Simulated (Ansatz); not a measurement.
Method: PBE+U (U_eff = 6 eV on X's open shell), scalar-relativistic; collinear spin; PAW, 420 eV, 8×8×8 k-mesh, Gaussian smearing of 0.05 eV; code Ansatz. The datasets are Ansatz's generated set soft_2.

A crystal of composition XCo3, relaxed at this level of theory, gives this pattern between 10° and 80°.

Cu Kα1 powder pattern (kinematic, no thermal factors).
2θ (°) (relative intensity): 22.82 (23), 32.50 (20), 40.08 (100), 46.62 (48), 52.52 (11), 57.98 (8), 68.06 (29), 72.82 (5), 77.47 (4)

Q: Which lattice and cell does the pattern come from?

A: Cubic, space group Pm-3m (No. 221), a = 3.893 Å, b = 3.893 Å, c = 3.893 Å, α = 90.00°, β = 90.00°, γ = 90.00°. The line positions fix the lattice at most, not the space group, and lines under 1 % of the strongest aren't listed; this is the group of the computed cell.

A compound XCo3 has these computed properties.

| Item | Value |
| --- | --- |
| Band gap | zero (metallic) |
| Density of states at the Fermi level | 1.1 states/(eV·atom) |
| Magnetic state | ferrimagnetic |
| Site spin moments | X 7.16; Co -1.31 μB |
| Spin moment of the cell | 3.72 μB |
| Bader charges | X 1.11; Co -0.37 e |
| f electrons (orthogonalised atomic orbitals) | X 7.04 |
| Bulk modulus (Birch–Murnaghan) | 114 GPa |
| Pressure derivative B0′ | 5.2 |

Sites: X on 1a, Co on 3c.

Q: Which element is X?
A. Dy
B. Tb
C. Eu
D. Gd

A: D. X is Gd, so the compound is GdCo3.

The structure was built from a prototype; whether the compound forms in it isn't claimed.

Open d and f shells can converge to several self-consistent states; this is the one that the run reached. No spin–orbit coupling, a notable omission for heavy elements. Site moments are of spin, integrated over atomic spheres.
